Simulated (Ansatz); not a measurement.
CdS in space group P-6m2 (No. 187; Cd on 1a, S on 1f) at seven volumes, DFT-HSE06 in the program Ansatz with PAW potentials, shape and atoms relaxed at each. One row is withheld.

| V (Å³/atom) | P (GPa) |
|---|---|
| 19.017 | 8.63 |
| 19.644 | 5.26 |
| 20.271 | 2.42 |
| 20.898 | 0.00 |
| 21.525 | -2.05 |
| 22.152 | -3.78 |
| 22.779 | ? |

**Question.** Fit the shown pressures and predict the withheld one.

**Answer.** Third-order Birch–Murnaghan: P = (3/2)B₀(x^(7/2) − x^(5/2))[1 + (3/4)(B′ − 4)(x − 1)] with x = (V₀/V)^(2/3). Least squares on the six rows gives V₀ = 20.898 Å³/atom, B₀ = 73.98 GPa, B′ = 4.49. At V = 22.779, x = 0.9442 and P = -5.26 GPa. The run itself gave -5.25 GPa.

The cell is a constructed one: a structure type filled with these elements; neither database checked (COD, Materials Project) lists it. It is not the phase usual at ambient conditions (space group No. 186, 216). The HSE06 relaxation kept the symmetry of its start; whether a distortion lowers the energy is not shown.

Potentials: the later of the program's two PAW sets.
